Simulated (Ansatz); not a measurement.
Input file for Ansatz (a first-principles code):

Ansatz 0.2 input:
```yaml
crystal:
  lattice:
    - [0.0, 2.7531486881, 2.7531486881]
    - [2.7531486881, 0.0, 2.7531486881]
    - [2.7531486881, 2.7531486881, 0.0]
  atoms:
    - { symbol: Ir, position: [0.0, 0.0, 0.0] }
    - { symbol: Ir, position: [0.25, 0.25, 0.25] }
kpoints:
  mp_grid: { grid: [13, 13, 13] }
hamiltonian:
  xc: pbesol
  pseudopotentials: { kind: paw }
scf:
  occupations: { method: fermi_dirac, width: 0.1 }
phonons:
  method: dfpt
  response_accuracy: low
  eigenvectors: true
  rigid_motions: translations
```

Output (shortened):

```
zone centre: on kpoints.mp_grid the ground state, and the responses unless they are solved on pairs of k-points, stand on 196 of the mesh's 2197 k-points, …
Pseudopotentials: kind: paw
Pseudopotential: Ir, paw, valence charge 17
Functional definition: PBEsol
Crystal: 2 atoms, lattice volume = 41.737 Å³
Basis set: ecut = 420 eV, 869 PW (Γ), exchange–correlation on 64×64×64 points (8 copies of the dense FFT grid, shifted against one another)
Bands: 21, of which v1, the nominal top of the filled ones, is band 17 counted from 1 (16 counted from 0)
Symmetry: 48 space group operations
k-points: 196 of 2197 (irreducible under 8 space group operations, time reversal used)
PAW frozen core: Ir, regenerated for the run's functional, and the local potential with it
Initial wavefunctions: pseudopotential atomic-orbital guess
Eigensolver: davidson
Functional: x = pbesol(κ = 0.804, μ = 0.12345679012345678), c = pbesol(β = 0.046)
SCF iter   1: F=—  HF=-23595.683318 eV  |F-HF|=—  |Δ(HF+E_count)|=         —  Δρ=9.22e-3  dr2=8.91e-3  ethr=1.77e-3  ⟨swp⟩=5.2  Hψ=17157  notcnv=0
all-band conjugate gradients solve this SCF's bands
preconditioner: auto → LDOS
SCF iter   2: F=—  HF=-23595.685812 eV  |F-HF|=—  |Δ(HF+E_count)|=   2.49e-3  Δρ=1.45e-3  dr2=4.19e-4  ethr=2.62e-5  ⟨swp⟩=2.6  Hψ=8787  notcnv=0
preconditioner: auto → Kerker (q_TF=auto, 2.637 Å⁻¹)
SCF iter   3: F=—  HF=-23595.685689 eV  |F-HF|=—  |Δ(HF+E_count)|=   1.23e-4  Δρ=4.13e-4  dr2=3.18e-5  ethr=1.23e-6  ⟨swp⟩=2.5  Hψ=7267  notcnv=0
SCF iter   4: F=—  HF=-23595.685728 eV  |F-HF|=—  |Δ(HF+E_count)|=   3.97e-5  Δρ=1.12e-4  dr2=3.58e-6  ethr=9.37e-8  ⟨swp⟩=2.0  Hψ=5727  notcnv=0
SCF iter   5: F=—  HF=-23595.685737 eV  |F-HF|=—  |Δ(HF+E_count)|=   8.66e-6  Δρ=1.69e-5  dr2=1.17e-7  ethr=1.05e-8  ⟨swp⟩=2.0  Hψ=5739  notcnv=0
SCF iter   6: F=—  HF=-23595.685737 eV  |F-HF|=—  |Δ(HF+E_count)|=   1.04e-7  Δρ=4.54e-6  dr2=1.62e-8  ethr=3.44e-10  ⟨swp⟩=2.0  Hψ=5558  notcnv=0
SCF iter   7: F=—  HF=-23595.685737 eV  |F-HF|=—  |Δ(HF+E_count)|=  7.20e-10  Δρ=1.01e-6  dr2=3.68e-10  ethr=4.76e-11  ⟨swp⟩=2.0  Hψ=5759  notcnv=0
SCF iter   8: F=—  HF=-23595.685737 eV  |F-HF|=—  |Δ(HF+E_count)|=  3.27e-11  Δρ=2.12e-7  dr2=1.78e-11  ethr=1.08e-12  ⟨swp⟩=2.5  Hψ=7047  notcnv=0
SCF iter   9: F=-23595.685737 eV  HF=-23595.685737 eV  |F-HF|=3.64e-12  |Δ(HF+E_count)|=  1.46e-11  Δρ=3.00e-8  dr2=1.71e-13  ethr=1.00e-12  ⟨swp⟩=5.0  Hψ=16573  notcnv=0
SCF 1 converged in 9 iterations: F = -23595.685737 eV  dr2 = 1.71e-13
DFPT response loops at Γ: preconditioner auto → Kerker (q_TF=auto, 2.637 Å⁻¹) (partly filled bands, converged f_vac=0.003) …
SCF converged after 9 iterations
Free energy (F): -23595.685737 eV
Harris-Foulkes:  -23595.685737 eV  (|F-HF|=3.64e-12)
Internal energy: -23595.618683 eV  (E = F + TS)
E sigma→0 (E₀):  -23595.652210 eV
Entropy (-TS):   -0.067054 eV (-33.527 meV/atom)
Fermi energy:    15.852160 eV
--- Per-component energies (eV) ---
  E_band       = -501.536972
  E_kinetic    = 1239.748405
  E_local      = -3593.661218  (includes V_loc(G=0)·N_el)
  E_nonlocal   = 155.364976
  E_hartree    = 1380.531174
  E_xc         = -528.630451
  E_vxc        = -593.608583  (∫ρ·V_xc dr)
  E_paw        = -18178.318786  (= ΣΔE_a)
  E_vpaw       = -470.443002  (= ΣTr[D̂ρ^β])
  E_aug_tail   = 0.000112  (compensation charges beyond the density's cutoff)
  E_ewald      = -4071.183464
  E_core_change = 0.530570  (= ΣΔE_core)
  E_smearing   = -0.067054  (= −TS)
  E_closure    = 0.000000  (closes the sum)
  Σ components = -23595.685737   (vs F -23595.685737, Δ=0.00e0)
  [band-id]    e_kinetic+e_local+e_nonlocal+2·e_hartree+e_vxc+e_vpaw+e_augmentation_tail = -501.536962   (vs E_band -501.536972, Δ=9.96e-6)
--- Band table (eV; the first three rows and the last of 196) ---
  k-point 0: bands = ["-77.2004", "-76.9662", "-34.3195", "-34.3195", "-34.3195", "-33.5741", "-33.5741", "-33.5741", "7.5956", "10.5887", "10.5887", "11.0266", "11.0266", "11.0266", "14.0486", "14.0486", "14.0486", "16.7318", "16.7318", "26.5853", "26.7319"]
  k-point 1: bands = ["-77.1979", "-76.9687", "-34.3242", "-34.3242", "-34.3178", "-33.5762", "-33.5692", "-33.5692", "7.7020", "10.5075", "10.5075", "11.0134", "11.1476", "11.1476", "13.9538", "14.0325", "14.0325", "16.7250", "16.7250", "26.1216", "26.5696"]
  k-point 2: bands = ["-77.1906", "-76.9761", "-34.3368", "-34.3368", "-34.3132", "-33.5821", "-33.5559", "-33.5559", "8.0087", "10.4011", "10.4011", "10.9786", "11.3480", "11.3480", "13.7131", "14.0148", "14.0148", "16.6969", "16.6969", "24.4128", "26.1892"]
  k-point 195: bands = ["-77.0942", "-77.0731", "-34.4751", "-34.4626", "-33.9972", "-33.9058", "-33.4264", "-33.4146", "9.8360", "9.8683", "10.9426", "10.9910", "12.3331", "12.5816", "12.7028", "13.1491", "16.8727", "16.8990", "17.1768", "17.6546", "18.7077"]…
  band table: 21 of 21 bands, residual norms ≤ 1.0e-3 eV
--- Phonons (Γ-DFPT): 1 representative perturbation + reference, on 196 of 2197 k-points (Σ response iterations 2) ---
  k mesh reduced under 8 symmetry operations, with k and −k counted as one. Each operation leaves every solved displacement unchanged or reverses it
  ASR residual: 3.297e-3 → 0.000e0 eV/Å²; symmetrization residual: 4.441e-13 eV/Å²
  ASR residual per site (eV/Å²): 3.30e-3 3.30e-3
  Γ frequencies (cm⁻¹): 0.00 0.00 0.00 216.21 216.21 216.21
  non-analytic LO–TO correction: not included (Born effective charges unavailable; polar crystals: no LO–TO splitting at Γ)
```

Cost: roughly 18 core-seconds on shared cores.

Space group Fd-3m (diamond). The start of the workflow was typed in or built on a structure type; neither database checked (COD, Materials Project) lists it. It is not the phase usual at ambient conditions (space group No. 225). The PBEsol relaxation kept the symmetry of its start; of distortions, only those at the zone centre were tested. The run is not spin-polarised. As this level gives no gap, phonon frequencies hold no LO–TO term and depend on the k-mesh and smearing (Fermi–Dirac, 0.1 eV here). Spin–orbit coupling is left out wherever it is not named.

Potentials: the later of the program's two PAW sets.

Ansatz is a plane-wave DFT program.
